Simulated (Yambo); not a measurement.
A BSE run in Yambo for NaBaIrH$_{6}$ (space group F-43m, No. 216) (PBEsol bands; 6×6×6 mesh, 9 valence and 7 conduction bands, static screening with 65 bands and a 3 Ry block, scissor 1.33 eV, Tamm-Dancoff; field along x) gives:

| state | energy (eV) | states within 2 meV | relative strength | class |
|---|---|---|---|---|
| 1 | 3.52 | 3 | < 0.01 | dark |
| 2 | 3.80 | 3 | < 0.01 | dark |
| 3 | 4.09 | 3 | 0.65 | weak |
| 4 | 4.16 | 3 | < 0.01 | dark |
| 5 | 4.25 | 2 | < 0.01 | dark |

Question: What changes when the window shrinks to 6 valence and 3 conduction bands?

Answer: The lowest state goes from 3.517 eV to 3.575 eV, and its distance below the direct gap from 0.929 eV to 0.871 eV. These are vertical excitations (zero momentum). The scissor comes from a G0W0 run whose convergence isn't established.

Spin-orbit coupling is not included.

Geometry of the Materials Project entry, not relaxed at this level; primitive cell a = 5.5473 Å, b = 5.5473 Å, c = 5.5473 Å, α = 60.00°, β = 60.00°, γ = 60.00°.

The structure is a Materials Project entry; no match was found in the copy of COD used, and its stability was not checked.
